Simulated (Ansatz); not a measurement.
The end point of a relaxation of CdS. Level of theory: r2SCAN (plane waves to 500 eV, PAW, scalar-relativistic; Ansatz, a first-principles code).

```cif
data_CdS
_chemical_formula_sum 'Cd1 S1'
_space_group_name_H-M_alt 'P 1'
_space_group_IT_number 1
_cell_length_a 3.85739
_cell_length_b 3.85739
_cell_length_c 3.85739
_cell_angle_alpha 60.000
_cell_angle_beta 60.000
_cell_angle_gamma 60.000
loop_
_space_group_symop_operation_xyz
  'x, y, z'
loop_
_atom_site_label
_atom_site_type_symbol
_atom_site_fract_x
_atom_site_fract_y
_atom_site_fract_z
_atom_site_occupancy
Cd1 Cd 0.50000 0.50000 0.50000 1
S1 S 0.00000 0.00000 0.00000 1
```

Problem. Determine the symmetry and give the standard cell with its independent sites.

Solution. Space group Fm-3m (No. 225); a = 5.455 Å, b = 5.455 Å, c = 5.455 Å, α = 90.00°, β = 90.00°, γ = 90.00°

```tsv
atom	site	symmetry	x	y	z
Cd	4b	m-3m	0.5000	0.5000	0.5000
S	4a	m-3m	0.0000	0.0000	0.0000
```

This is the rock salt type.

Problem. Give the shortest distances between elements (the closest pairs, up to four, under 3.6 Å).

Solution. Cd–S 2.73 Å.

The volume per atom is 20.29 Å³. The density is 5.91 g/cm³. The band gap comes out as 0.74 eV, indirect (valence top at k = (0, 0.2, -0.2), conduction bottom at X) (no spin-orbit coupling) and the smallest direct gap is 2.38 eV at Γ.

No spin polarisation in the result.

The run could not lose the symmetry of its start.

The relaxed structure has the type that CdS is known to take under pressure; here it was relaxed at zero pressure, from a generated start.
